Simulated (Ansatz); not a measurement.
The relaxed structure here is a generated cell of TaS2: the first start was made by a random draw of sites in a space group, and the end was not matched to a known phase here, so it may be hypothetical. Known forms of TaS2 include space group No. 164.

One stationary structure of TaS$_{2}$. Calculation: PBEsol (plane waves to 420 eV, PAW, scalar-relativistic; Ansatz, an electronic-structure program).

```xyz
9
Lattice="5.5482 0.0000 0.0000 -2.7741 4.8049 0.0000 0.0000 0.0000 7.0725" Properties=species:S:1:pos:R:3 pbc="T T T"
S      0.0000     0.0000     3.5362
S      0.0000     3.2032     5.4112
S      0.0000     3.2032     1.6613
S      2.7741     1.6016     1.6613
S      2.7741     1.6016     5.4112
S      0.0000     0.0000     0.0000
Ta     2.7741     0.0000     3.5362
Ta    -1.3870     2.4024     3.5362
Ta     1.3870     2.4024     3.5362
```

Q: Determine the symmetry and give the standard cell with its independent sites.

A: Space group P6/mmm (No. 191); a = 5.5482 Å, b = 5.5482 Å, c = 7.0725 Å, α = 90.00°, β = 90.00°, γ = 120.00°

```tsv
atom	site	symmetry	x	y	z
S	1b	6/mmm	0.0000	0.0000	0.5000
S	4h	3m.	0.3333	0.6667	0.2349
S	1a	6/mmm	0.0000	0.0000	0.0000
Ta	3g	mmm	0.5000	0.5000	0.5000
```

Q: Give the shortest distances between elements (the closest pairs, up to four, under 3.6 Å).

A: S–Ta 2.47 Å; Ta–Ta 2.77 Å; S–S 3.20 Å.

- Volume per atom: 20.95 Å³
- Band gap: zero (metallic)

No spin polarisation in the result. The relaxed primitive cell holds an odd number of electrons. A magnetic state may lie lower.

The run could not lose the symmetry of its start: the end is stationary, and may be a saddle point rather than a minimum.
